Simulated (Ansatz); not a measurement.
The start is a generated cell, MnSi placed in the WC structure type. A full variable-cell relaxation at zero pressure is run with PBE (plane waves to 420 eV, PAW, scalar-relativistic; Ansatz, an electronic-structure program). The first steps use a coarse 8×8×7 k-mesh.

Starting cell:
```
MnSi
1.0
    3.23298     0.00000     0.00000
   -1.61649     2.79984     0.00000
    0.00000     0.00000     3.15522
Mn Si
1 1
Direct
  0.00000   0.00000   0.00000
  0.66667   0.33333   0.50000
```
Spin-polarised start, with parallel moments on Mn.

```json
{
  "initial_pressure": "-21 GPa (negative: the cell is under tension)",
  "outcome": "The space group stays P-6m2 (No. 187) (the run could not lower it), with 2 atoms in the primitive cell",
  "energy_released": "0.24 eV/atom",
  "Shortest distances (start → end)": "The closest pairs of elements (up to four, under 3.6 Å), start → end: Mn–Si 2.44 → 2.38 Å; Mn–Mn 3.16 → 2.75 Å; Si–Si 3.16 → 2.75 Å",
  "band_gap_at_the_end": "zero (metallic)",
  "optimiser_moves": "19"
}
```

Final values are on a 19×19×13 k-mesh of the relaxed cell. No spin polarisation in the result: the starting moments vanished. The relaxed primitive cell holds an odd number of electrons. A magnetic state may lie lower.

The run could not lose the symmetry of its start; a randomly shaken copy of 4 atoms returns to this structure.

All atoms sit on sites fixed by symmetry, so only the cell could relax.

The relaxed structure here is a generated cell of MnSi: the first start was made by placing the elements on the sites of a structure type, and the end was not matched to a known phase here, so it may be hypothetical. Known forms of MnSi include space group No. 198.
